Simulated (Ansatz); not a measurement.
## Computed scan of one atom of the cell: Ir (fcc, Cu type)

Starting cell, Ir (fcc, Cu type):

```
CELL_PARAMETERS angstrom
      3.83048     0.00000     0.00000
      0.00000     3.83048     0.00000
      0.00000     0.00000     3.83048
ATOMIC_POSITIONS crystal
  Ir 0.00000 0.00000 0.00000
  Ir 0.50000 0.50000 0.00000
  Ir 0.50000 0.00000 0.50000
  Ir 0.00000 0.50000 0.50000
```

In each cell atom 3 (Ir, nearest neighbour Ir at 2.709 Å; its periodic images, 3.8 Å or more away, move with it) moves by s·(1.000, 0.000, 0.000) (along Cartesian x), the rest being held.

Calculation: PBEsol (plane waves to 420 eV, PAW, scalar-relativistic; Ansatz, a quantum-chemistry and plane-wave program). k mesh 10×10×10 (Γ-centred), Fermi-Dirac smearing 0.05 eV. Energies are smeared free energies. Compression counts positive. With partly filled bands, energies and forces of such displacements shift with the k mesh and the smearing. F∥ is the force on the atom along that direction. Ir is run without spin polarisation. Ir was relaxed with its symmetry unable to fall. Spin-orbit coupling is left out, though Ir is heavy. ΔE is measured from the undisplaced structure.

| s (Å) | ΔE (meV/cell) | F∥ (eV/Å) | P (GPa) |
|---|---|---|---|
| -0.540 | 2488 | 10.435 | 29.4 |
| -0.432 | 1508 | 7.708 | 18.6 |
| -0.324 | 810 | 5.331 | 10.3 |
| -0.216 | 348 | 3.285 | 4.5 |
| -0.108 | 86 | 1.598 | 1.1 |
| 0.000 | 0 | 0.000 | -0.1 |
| 0.108 | 86 | -1.598 | 1.1 |
| 0.216 | 348 | -3.285 | 4.5 |
| 0.324 | 810 | -5.331 | 10.3 |
| 0.432 | 1508 | -7.708 | 18.6 |
| 0.540 | 2488 | -10.435 | 29.4 |

Summary:

The energy at s = 0.540 Å is 2488 meV/cell. The force along the line at s = -0.540 Å is 10.4 eV/Å and the force constant k = d²E/ds² at s = 0 (finite differences) is 14.7 eV/Å². Symmetry of the curve: even: the same for both signs. Shape of the curve: a single well with its minimum at or next to zero displacement. Harmonic estimate at the end of the scan: ½ks² = 2137 meV/cell against the computed 2488 meV/cell, so the well is stiffer than harmonic there.

(A displaced cell: forces are minus the slopes of the energy, force constants its curvatures, and phonons follow from these.)
